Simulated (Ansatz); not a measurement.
# Elastic constants of FePt (P4/mmm), step by step

```xyz
2
Lattice="2.6598 0.0000 0.0000 0.0000 2.6598 0.0000 0.0000 0.0000 3.6820" Properties=species:S:1:pos:R:3 pbc="T T T"
Fe    0.0000    0.0000    0.0000
Pt    1.3299    1.3299    1.8410
```

Starting moments along z (μB): Fe1 +2.7, Pt2 +0.4.

Unless marked otherwise, the numbers come from LDA, PAW on Ansatz 0.2.0's default frozen-core files (fitted under PBE), scalar-relativistic, spin-polarised. k mesh 18×18×14, Fermi-Dirac smearing of 0.050 eV, cutoff 420 eV. The cell was relaxed by PAW under this functional, which moved its volume by -6 % from the database entry's.

The converged moment is 3.10 μB for the cell that the program solved.

The cell is tetragonal and carries a residual pressure of -0.02 GPa at this level. Each strain component that symmetry leaves independent is applied at ±0.003, the ions relax wherever a strain frees them, and the stress (tension positive, GPa) is read. Shears are engineering strains, γ = 2ε.

```
strain    size      σxx      σyy      σzz      σyz     σxz      σxy
    xx  -0.003  -1.4731  -0.2697  -0.5455   0.0000  0.0000   0.0000
    xx  +0.003   1.4626   0.3053   0.5703   0.0000  0.0000   0.0000
    zz  -0.003  -0.5453  -0.5453  -1.1131   0.0000  0.0000   0.0000
    zz  +0.003   0.5706   0.5706   1.1269   0.0000  0.0000   0.0000
    yz  -0.003   0.0179   0.0178   0.0101  -0.4243  0.0000   0.0000
    yz  +0.003   0.0179   0.0178   0.0101   0.4243  0.0000   0.0000
    xy  -0.003   0.0191   0.0191   0.0122   0.0000  0.0000  -0.2114
    xy  +0.003   0.0191   0.0191   0.0122   0.0000  0.0000   0.2114
```

A central difference gives one constant, for example C11 ≈ (1.4626 − (-1.4731))/(0.006) = 489.3 GPa; the program then imposes the crystal's symmetry on the whole matrix.

Q: What are the independent elastic constants?

A: C11 = 489.3, C12 = 95.8, C13 = 186.0, C33 = 373.3, C44 = 141.4, C66 = 70.5 GPa.

Q: Is the crystal stable against homogeneous strain?

A: The least eigenvalue of the 6×6 matrix is 70.5 GPa, so yes.

Q: What moduli does a random aggregate of grains have?

A: Voigt and Reuss bounds: B from 253.9 to 254.2 and G from 114.6 to 129.6 GPa; their means are B = 254.0 and G = 122.1 GPa. Then E = 9BG/(3B + G) = 315.7 GPa, ν = (3B − 2G)/(6B + 2G) = 0.293 and B/G = 2.08, on the ductile side of Pugh's 1.75 (a rule of thumb).

Q: With the density of 15.996 g/cm³, how fast does sound travel, and what Debye temperature follows?

A: 

```json
{"direction": "x", "slow (m/s)": "2099", "middle (m/s)": "2973", "fast (m/s)": "5531"}
{"direction": "y", "slow (m/s)": "2099", "middle (m/s)": "2973", "fast (m/s)": "5531"}
{"direction": "z", "slow (m/s)": "2973", "middle (m/s)": "2973", "fast (m/s)": "4831"}
```

The mean of v⁻³ over directions and branches gives v_m = 3054 m/s and θ_D = (ħ/k_B) v_m (6π²n)^(1/3) = 386 K, n being atoms per volume. Young's modulus spans 208 to 401 GPa over directions, and the universal anisotropy index is 0.66.

Q: How do the constants change if the ions are clamped to the homogeneous strain?

A: None moves by more than 0.3 GPa: by symmetry a homogeneous strain puts no force on these sites.

Caveats: frozen-core PAW files fitted under PBE, their cores solved anew for the functional of the run; a lower magnetic state may exist; responses of metals move with mesh and smearing; no spin-orbit coupling on heavy atoms.
